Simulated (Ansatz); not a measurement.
SrNbO$_{3}$ in space group Pnma (No. 62; Sr on 4c, Nb on 4b, O on 8d, O on 4c) under volume change, the program Ansatz at the PBEsol level (PAW), shape and atoms relaxed at each volume.

```json
[
 {"V (Å³/atom)": "12.103", "E − E(relaxed) (meV/atom)": "(withheld)", "P (GPa)": "(withheld)"},
 {"V (Å³/atom)": "12.489", "E − E(relaxed) (meV/atom)": "(withheld)", "P (GPa)": "(withheld)"},
 {"V (Å³/atom)": "12.875", "E − E(relaxed) (meV/atom)": "0.0", "P (GPa)": "0.00"},
 {"V (Å³/atom)": "13.261", "E − E(relaxed) (meV/atom)": "6.0", "P (GPa)": "-4.87"},
 {"V (Å³/atom)": "13.648", "E − E(relaxed) (meV/atom)": "22.9", "P (GPa)": "-9.05"}
]
```

### Question
Complete the blanks.

### Answer

- 12.103, E − E(relaxed) (meV/atom): 28.1
- 12.103, P (GPa): 12.23
- 12.489, E − E(relaxed) (meV/atom): 6.7
- 12.489, P (GPa): 5.67

### Question
What does a third-order Birch–Murnaghan fit give for V₀, B₀ and B′?

### Answer
V₀ = 12.88 Å³/atom, B₀ = 175 GPa, B′ = 4.0.

The first step of the workflow began from a Materials Project structure, measured or hypothetical; the Crystallography Open Database files this formula in space group No. 62, but the cells were not matched. Whether it is the stable phase at ambient conditions was not checked. Symmetry was held in the PBEsol relaxation; whether a distortion lowers the energy is not shown. The run is not spin-polarised.

Potentials: the later of the program's two PAW sets.
